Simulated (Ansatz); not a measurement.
InGaAs₂:
```
InGaAs2
1.0
    2.08185     1.20195     6.82403
   -2.08185     1.20195     6.82403
    0.00000    -2.40391     6.82403
In Ga As
1 1 2
Direct
  0.62447   0.62447   0.62447
  0.12484   0.12484   0.12484
  0.00530   0.00530   0.00530
  0.49538   0.49538   0.49538
```

Relaxed with r²SCAN. Plane-wave PAW r²SCAN (Ansatz code) gives a gap of 0.12 eV.

Problem. What gap does HSE06 give on the same cell (Ansatz, PAW)?

Solution. 0.43 eV, 0.31 eV more. The hybrid was solved on a coarser mesh and at special points; its gap is the smallest among all of these.

| k | v1 r²SCAN | c1 r²SCAN | v1 HSE06 | c1 HSE06 |
|---|---|---|---|---|
| Γ | 0.00 | 0.12 | 0.00 | 0.43 |
| T | -0.41 | 0.91 | [?] | [?] |
| L | -1.69 | 2.04 | [?] | [?] |
| F | -1.07 | 1.08 | [?] | [?] |
| S0 | -1.94 | 2.41 | [?] | [?] |
| H0 | -1.95 | 2.64 | -2.05 | 3.00 |

Problem. Top valence (v1) and lowest conduction level (c1) in eV from each method's valence maximum (which need not be a listed point): supply the withheld HSE06 values.

Solution. 
- F, v1 HSE06: -1.13
- F, c1 HSE06: 1.43
- S0, v1 HSE06: -2.04
- S0, c1 HSE06: 2.76
- T, v1 HSE06: -0.43
- T, c1 HSE06: 1.30
- L, v1 HSE06: -1.80
- L, c1 HSE06: 2.41

Cost on shared cores: the r²SCAN run (SCF on a 8×8×8 mesh, then bands and DOS) about 120 core-seconds (a rough figure), the HSE06 run (SCF on 6×6×6, then a few points) roughly 9 core-minutes; the tasks are unlike.

Space group R3m. The workflow started from a Materials Project entry (that database holds measured and hypothetical structures alike); the Crystallography Open Database copy checked does not list it. With In and Ga taken as one species the cell has the higher symmetry F-43m, so it may be an ordered model of a mixed-site phase. Whether it is the stable phase at ambient conditions was not checked. The cell was relaxed with r²SCAN under the symmetry of its start; of distortions, only those at the zone centre were tested. Scalar-relativistic: spin–orbit coupling is off unless named, which matters more the heavier the elements.

Potentials: the later of the program's two PAW sets.
